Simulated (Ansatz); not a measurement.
Mg3Sb2 (La2O3 or Ni2Al3 type, P-3m1) under volume change, PBEsol in the plane-wave PAW code Ansatz, shape and atoms relaxed at each volume.

```csv
V (Å³/atom),E − E(relaxed) (meV/atom),P (GPa)
23.435,…,…
24.208,…,…
24.980,3.4,1.47
25.753,0.0,0.00
26.526,3.1,-1.25
27.298,11.7,-2.32
28.071,25.2,-3.23
```

Fill in the missing entries.


- 23.435, E − E(relaxed) (meV/atom): 34.6
- 23.435, P (GPa): 5.19
- 24.208, E − E(relaxed) (meV/atom): 14.5
- 24.208, P (GPa): 3.18

What does a third-order Birch–Murnaghan fit give for V₀, B₀ and B′?

V₀ = 25.75 Å³/atom, B₀ = 45.0 GPa, B′ = 4.2.

Symmetry was held in the PBEsol relaxation. Scalar-relativistic: spin–orbit coupling is off unless named, which matters more the heavier the elements.

Potentials: the later of the program's two PAW sets.
